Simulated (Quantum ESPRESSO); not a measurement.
## Solid-state NMR card for BaSrYNbO$_{6}$ (changed cell)

```
BaNbSrYO6
1.0
    0.00000     4.16742     4.29499
    4.29499     0.00000     4.29499
    4.29499     4.16742     0.00000
Ba Sr Y Nb O
1 1 1 1 6
Direct
  0.25000   0.25000   0.25000
  0.75000   0.75000   0.75000
  0.50000   0.50000   0.50000
  0.00000   0.00000   0.00000
  0.76431   0.23569   0.23569
  0.76315   0.23685   0.76315
  0.23569   0.76431   0.76431
  0.23685   0.76315   0.23685
  0.76431   0.76431   0.23569
  0.23569   0.23569   0.76431
```
The cell was made here from a computed Materials Project entry: strained by -2 % along the cube axis and by +1 % across it, atoms relaxed (PBE without dispersion, pw.x of a modified build of Quantum ESPRESSO, symmetry kept). The parent is BaSrYNbO6 in F-43m; whether this form has been observed was not checked. Stability against distortions was not tested. The run has no spin polarisation.

Computed: shieldings by PBE GIPAW (Quantum ESPRESSO, JTH PAW datasets), 22.5 Ha, k-mesh 4×4×4 shifted, f-sum rule met within 0.002 %.

```json
[
 {"site": "Ba (atom 1)", "site symmetry": "-4m2", "σ_iso (ppm)": "5035"},
 {"site": "Sr (atom 2)", "site symmetry": "-4m2", "σ_iso (ppm)": "3072"},
 {"site": "Y (atom 3)", "site symmetry": "-4m2", "σ_iso (ppm)": "2285"},
 {"site": "Nb (atom 4)", "site symmetry": "-4m2", "σ_iso (ppm)": "272"},
 {"site": "O1 (atoms 5, 7, 9, 10)", "site symmetry": "2", "σ_iso (ppm)": "-177"},
 {"site": "O2 (atoms 6, 8)", "site symmetry": "2mm", "σ_iso (ppm)": "-193"}
]
```

These are absolute shieldings with no macroscopic susceptibility term; δ = σ_ref − σ needs a reference computed alike. In our sweeps, cutoffs and meshes of this size left a few ppm, and up to some 20 ppm on atoms from Zn on. Spin–orbit coupling is left out; its weight grows with the heaviest atom, Ba here.
